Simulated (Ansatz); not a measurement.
MgO:
```
MgO
1.0
    2.63341     0.00000     0.00000
    0.00000     2.63341     0.00000
    0.00000     0.00000     2.63341
Mg O
1 1
Cartesian
  0.00000   0.00000   0.00000
  1.31671   1.31671   1.31671
```

Relaxed with PBEsol. Special points in fractions of this cell's reciprocal vectors: Γ (0.000, 0.000, 0.000); X (0.000, 0.500, 0.000); M (0.500, 0.500, 0.000); R (0.500, 0.500, 0.500).

Question: List the band energies nearest the valence-band maximum at these points for DFT-PBEsol in the program Ansatz with PAW potentials.

Answer: In eV from the valence-band maximum; about four levels below and three above (degenerate sets whole), none deeper than 8.9 eV; … stands for higher levels left out; points with the same levels are listed once.

```json
[
 {"k": "Γ", "below": "-1.01 -1.01 -1.01", "above": "2.47 …"},
 {"k": "X", "below": "-6.56 -0.56 -0.56", "above": "6.92 …"},
 {"k": "M", "below": "-4.74 -4.74 0.00", "above": "4.85 …"},
 {"k": "R", "below": "-3.65 -3.65 -3.65", "above": "…"}
]
```

Space group Pm-3m (CsCl type). This is a known high-pressure phase of the composition, computed here at zero pressure and temperature. The cell was relaxed with PBEsol under the symmetry of its start. At this level the phase is dynamically unstable (imaginary phonons).

Potentials: the later of the program's two PAW sets.
